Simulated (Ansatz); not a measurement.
# LaAl2SiRu2, a known structure type with other elements, at an estimated volume

```
CELL_PARAMETERS angstrom
4.40962 0.00000 0.00000
0.00000 4.40962 0.00000
0.00000 0.00000 5.92903
ATOMIC_POSITIONS crystal
La 0.00000 0.00000 0.50000
Si 0.00000 0.00000 0.00000
Al 0.50000 0.50000 0.25370
Al 0.50000 0.50000 0.74630
Ru 0.00000 0.50000 0.00000
Ru 0.50000 0.00000 0.00000
```

Method: PBEsol, no spin polarisation; PAW, plane waves to 420 eV, 8×8×6 Γ-centred mesh, fermi-dirac occupations (width 0.0104 eV) (Ansatz 0.2.0), atoms fixed.

Question: What is the formation energy?

Answer: -0.45 eV an atom against the elements' usual phases (free molecules for gases, crystals otherwise, with no correction for O₂ or N₂), so it is bound against them; other compounds may still compete. Relaxing would lower it.

Question: What does the stress say?

Answer: The pressure is -2.6 GPa (compression positive), so with the atoms held at these fractions the cell would first shrink. The principal stresses -4.3, -1.7, -1.7 GPa differ, so its shape would change too.

Question: Is there a gap?

Answer: It is a metal, with about 3.3 states/eV a cell as the mean within 0.25 eV of the Fermi level, mostly La d (36 %), Ru d (34 %) and Al p (18 %).

Question: Are the atoms at rest?

Answer: Nearly at rest: the largest force is 0.043 eV/Å.

Question: Which element gives electrons and which takes them?

Answer: Bader charges in e: La +1.30, Al +0.76, Si +0.81, Ru -1.82. In the mean La gives up most and Ru takes most.

Origin: a known structure type with other elements, at an estimated volume, so it need not be a known compound. Caveats: f levels without a U or exact exchange are poorly placed.
